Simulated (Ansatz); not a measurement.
SiC: do energies and stresses tell the same story?

Level of theory: DFT r2SCAN, scalar-relativistic, plane waves, PAW in Ansatz.

Settings: cutoff 500 eV, Γ-centred mesh 12×12×2 on the computed 12-atom cell, Gaussian smearing of 0.02 eV; no spin polarisation.

Relaxed cell: P6_3mc, a = 3.079 Å, b = 3.079 Å, c = 15.108 Å, α = 90.00°, β = 90.00°, γ = 120.00°, 12 atoms in the primitive cell.

Energies at zero smearing and pressures from the stress tensor, at volumes with shape and atoms relaxed:
| V (Å³/atom) | E − E(first) (meV/atom) | P (GPa) |
| --- | --- | --- |
| 9.093 | 0.00 | 37.10 |
| 9.403 | -60.46 | 25.68 |
| 9.713 | -100.38 | 15.83 |
| 10.023 | -122.58 | 7.32 |
| 10.333 | -129.46 | -0.03 |
| 10.643 | -123.12 | -6.37 |
| 10.953 | -105.35 | -11.85 |
| 11.367 | -66.58 | -18.00 |

Question: Check P = −dE/dV between neighbouring volumes, and get the bulk modulus from the pressures alone.

Answer: With 1 eV/Å³ = 160.2 GPa:
```csv
middle V (Å³/atom),−ΔE/ΔV (GPa),mean P (GPa)
9.248,31.247,31.388
9.558,20.633,20.754
9.868,11.471,11.575
10.178,3.557,3.647
10.488,-3.278,-3.201
10.798,-9.181,-9.114
11.160,-15.030,-14.929
```

The two differ by 0.14 GPa at most. The mean of two end pressures misses the average over a step by about ΔV² P″/12, up to 0.14 GPa here; with that taken off 0.00 GPa remains. Around V = 10.333 Å³/atom, the two neighbours give B = −V ΔP/ΔV = 10.333 × 13.70 / 0.620 = 228.3 GPa, against B0 = 227.3 GPa from the Birch–Murnaghan fit of the energies.

Cost: 9 runs of about 25 core-minutes in all, on Oxide Virtual Turin-like Processor (Zen 5) (shared hosts).